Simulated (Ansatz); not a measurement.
Consider the following.

B:
```
CELL_PARAMETERS angstrom
      1.46913    -2.66229     0.00000
      1.46913     2.66229     0.00000
      0.00000     0.00000     3.26271
ATOMIC_POSITIONS crystal
  B  0.84409 0.15591 0.09007
  B  0.65591 0.34409 0.59007
  B  0.34409 0.65591 0.40993
  B  0.15591 0.84409 0.90993
```

This is the PBE-relaxed structure.

**Question.** All from DFT-PBE in the program Ansatz with PAW potentials, unless another level is named. Give the electronic character.

**Answer.** metallic (no gap).

**Question.** Next, the density of states at the Fermi level?

**Answer.** 0.04 states/eV per atom (mean over ±0.08 eV).

Space group Cmce. The start of the workflow was typed in or built on a structure type; neither database checked (COD, Materials Project) lists it. It is not the phase usual at ambient conditions (space group No. 166). The PBE relaxation kept the symmetry of its start; its stability against distortions is not shown here.

Potentials: the earlier of the program's two PAW sets.
